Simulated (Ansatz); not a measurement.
TaTe:
```
CELL_PARAMETERS angstrom
      0.00000     2.84949     2.84949
      2.84949     0.00000     2.84949
      2.84949     2.84949     0.00000
ATOMIC_POSITIONS crystal
  Ta 0.00000 0.00000 0.00000
  Te 0.50000 0.50000 0.50000
```

Relaxed with PBE. Special points in fractions of this cell's reciprocal vectors: Γ (0.000, 0.000, 0.000); X (0.500, 0.000, 0.500); U (0.625, 0.250, 0.625); K (0.375, 0.375, 0.750); L (0.500, 0.500, 0.500); W (0.500, 0.250, 0.750).

Task: List the band energies nearest the Fermi level at these points for the program Ansatz at the PBE level (PAW).

Result: In eV from the Fermi level; about four levels below and three above (degenerate sets whole), none deeper than 8.9 eV; … stands for higher levels left out; points with the same levels are listed once.

```csv
k,below,above
Γ,-1.45 -1.45 -1.45 -0.99 -0.99,1.96 5.97 …
X,-3.57 -3.57 -3.00 -0.45 -0.14,1.09 1.09 2.66
U,-5.93 -5.77 -4.30 -1.57,0.67 0.72 1.14
L,-7.78 -4.82 -4.82,0.38 0.38 0.49
W,-5.44 -5.44 -0.24 -0.07 -0.07,1.09 1.61 6.19
```

Space group Fm-3m (rock salt). The start of the workflow was typed in or built on a structure type; neither database checked (COD, Materials Project) lists it. Whether it is the stable phase at ambient conditions was not checked. Symmetry was held in the PBE relaxation; whether a distortion lowers the energy is not shown. The run is not spin-polarised. Its formation energy is positive at this level, so the cell may be metastable or incomplete. With an odd number of electrons in the cell and no spin polarisation, the count alone makes it a metal. Spin–orbit coupling is left out wherever it is not named.

Potentials: the earlier of the program's two PAW sets.
